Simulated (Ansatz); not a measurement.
Q: Name crystals whose computed values (DFT-r²SCAN in the program Ansatz with PAW potentials) fall in these windows: gap (eV) 0.61 to 0.80; electron conductivity mass (mₑ) 0.51 to 0.64.

A: 

```tsv
crystal	gap (eV)	electron conductivity mass (mₑ)
Cs2As3, Fmmm (Cs on 8f, Cs on 8h, As on 16n, As on 8i)	0.71	0.59
```
Others may fit too.

Standing as an ambient phase not checked: Cs2As3, Fmmm (Cs on 8f, Cs on 8h, As on 16n, As on 8i). The cell was relaxed under the symmetry of its start. Scalar-relativistic: spin–orbit coupling is off unless named, which matters more the heavier the elements.

Potentials: the later of the program's two PAW sets.
